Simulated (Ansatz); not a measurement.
Relaxing a structure of BiB

The start is a relaxed BiB cell, doubled along one cell vector, shaken by Gaussian noise of σ = 0.08 Å a coordinate. Cell shape, volume and atoms are optimised at zero target pressure with r2SCAN (plane waves to 500 eV, PAW, scalar-relativistic; Ansatz, a quantum-chemistry and plane-wave program). First-step values are on the input's coarse k-mesh.

Ansatz input (later rounds restart from its end on a renewed k-mesh):
Ansatz 0.2 input:
```yaml
crystal:
  lattice:
    - [3.6260872241, 0, 0]
    - [-3.6260872241, 6.2805673048, 0]
    - [0, 0, 3.3552557301]
  atoms:
    - { symbol: B, position: [-0.0190040242, -0.0157686353, 0.0020030972] }
    - { symbol: B, position: [-0.0520633728, 0.4811788149, -0.0298335541] }
    - { symbol: Bi, position: [0.642495391, 0.1415302053, 0.4864651124] }
    - { symbol: Bi, position: [0.658940531, 0.6793863049, 0.519796989] }
basis: { ecutwfc: 500, ecutrho_ratio: 4, xc_grid: 4, fft_grid_basis: typed }
kpoints: { mp_grid: { grid: [7, 4, 7] } }
hamiltonian:
  xc: r2scan
  dispersion: none
  pseudopotentials: { kind: paw }
scf: { occupations: { method: fermi_dirac, width: 0.05 } }
relax: { f_tol: 0.01, max_steps: 100, cell: { stress_tol: 0.02 } }
output: { forces: true, stress: true }
```

- Largest initial force: 1.10 eV/Å, on Bi4 (atoms numbered as listed)
- Energy released: 0.69 eV/atom
- Volume change: +8.3 %, from 19.10 to 20.69 Å³/atom
- Band gap at the end: 0.39 eV, direct at Γ (no spin-orbit coupling)
- Optimiser moves: 19

Final values are on a 10×10×10 k-mesh of the relaxed cell. No spin polarisation in the result. Without spin-orbit coupling the bands of the heavy element are not split, so the gap can be far off.

The relaxed structure here is a generated cell of BiB: the first start was made by placing the elements on the sites of a structure type, and the end was not matched to a known phase here, so it may be hypothetical.
